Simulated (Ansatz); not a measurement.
InRu in space group P6/mmm (No. 191; Ru on 3f, In on 2d, In on 1a) at seven volumes, PBE (plane waves, PAW; program Ansatz), shape and atoms relaxed at each. One row is withheld.

```
V (Å³/atom)  P (GPa)
-----------  -------
18.349         15.19
18.954          9.21
19.558             ?
20.163          0.00
20.768         -3.50
21.373         -6.43
21.978         -8.86
```

**Question.** Fit the shown pressures and predict the withheld one.

**Answer.** Third-order Birch–Murnaghan: P = (3/2)B₀(x^(7/2) − x^(5/2))[1 + (3/4)(B′ − 4)(x − 1)] with x = (V₀/V)^(2/3). Least squares on the six rows gives V₀ = 20.164 Å³/atom, B₀ = 127.4 GPa, B′ = 4.97. At V = 19.558, x = 1.0206 and P = 4.19 GPa. The run itself gave 4.19 GPa.

The start of the workflow was typed in or built on a structure type; neither database checked (COD, Materials Project) lists it. Its standing as an ambient phase is unchecked. The PBE relaxation kept the symmetry of its start; its stability against distortions is not shown here. No spin polarisation was allowed. Its formation energy is positive at this level, so the cell may be metastable or incomplete.

Potentials: the earlier of the program's two PAW sets.
